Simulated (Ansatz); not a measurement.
Given:

C:
```
CELL_PARAMETERS angstrom
      3.41687     0.00000     0.00000
      0.00000     3.41687     0.00000
      0.00000     0.00000     6.06619
ATOMIC_POSITIONS crystal
  C  0.83164 0.33164 0.35975
  C  0.16836 0.66836 0.35975
  C  0.16836 0.33164 0.85975
  C  0.83164 0.66836 0.85975
  C  0.66836 0.83164 0.64025
  C  0.33164 0.16836 0.64025
  C  0.33164 0.83164 0.14025
  C  0.66836 0.16836 0.14025
  C  0.00000 0.00000 0.50000
  C  0.50000 0.50000 0.00000
  C  0.50000 0.50000 0.50000
  C  0.00000 0.00000 0.00000
```

This is the r²SCAN-relaxed structure. Tensor components refer to the Cartesian frame of this cell.

Q: All from plane-wave PAW r²SCAN (Ansatz code), unless another level is named. Predict the Debye temperature from the elastic constants.

A: 2150 K.

Q: Next, the elastic constants (relaxed ions, GPa)?

A: C11 = 996, C12 = 160, C13 = 120, C33 = 986, C44 = 498, C66 = 583.

Space group P4_2/ncm. The start of the workflow was typed in or built on a structure type; neither database checked (COD, Materials Project) lists it. It is not the phase usual at ambient conditions (space group No. 194, 227). The cell was relaxed with r²SCAN under the symmetry of its start; its stability against distortions is not shown here.

Potentials: the earlier of the program's two PAW sets.
